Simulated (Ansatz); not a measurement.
Given:

Bi$_{2}$Te$_{2}$S:
```cif
data_Bi6S3Te6
_chemical_formula_sum 'Bi6 Te6 S3'
_space_group_name_H-M_alt 'R3m :H'
_space_group_IT_number 160
_space_group_name_Hall 'R 3 -2"'
_cell_length_a 4.23047
_cell_length_b 4.23047
_cell_length_c 28.59763
_cell_angle_alpha 90.000
_cell_angle_beta 90.000
_cell_angle_gamma 120.000
loop_
_atom_site_label
_atom_site_type_symbol
_atom_site_symmetry_multiplicity
_atom_site_Wyckoff_symbol
_atom_site_fract_x
_atom_site_fract_y
_atom_site_fract_z
_atom_site_occupancy
Bi1 Bi 3 a 0.00000 0.00000 0.40329 1
Bi2 Bi 3 a 0.00000 0.00000 0.59177 1
Te1 Te 3 a 0.00000 0.00000 0.99503 1
Te2 Te 3 a 0.00000 0.00000 0.79790 1
S1 S 3 a 0.00000 0.00000 0.21201 1
```
(The calculation used a cell of 5 atoms; values per cell refer to that cell.)

This is the LDA-relaxed structure.

Problem. All from DFT-LDA in the program Ansatz with PAW potentials, unless another level is named. Predict the band gap.

Solution. 0.46 eV (direct).

Problem. And the formation energy from the elements (no fitted shifts)?

Solution. -0.24 eV/atom.

Problem. Predict the electron effective mass.

Solution. 0.096, 0.096, 0.25 mₑ (principal values).

Problem. Predict the hole effective mass.

Solution. 0.087, 0.087, 0.32 mₑ (principal values).

Problem. Predict the valence-band maximum.

Solution. at Γ.

The first step of the workflow began from a Materials Project structure, measured or hypothetical; the Crystallography Open Database copy checked does not list it. COD files the formula under space group No. 166. Whether it is the stable phase at ambient conditions was not checked. The LDA relaxation kept the symmetry of its start; whether a distortion lowers the energy is not shown. A crystal of weakly bound layers computed without a dispersion correction: the cell and the soft elastic constants depend strongly on that. The references are the lowest solids computed at this level, not always the standard phases. Scalar-relativistic: spin–orbit coupling is off unless named, which matters more the heavier the elements.

Potentials: the later of the program's two PAW sets.
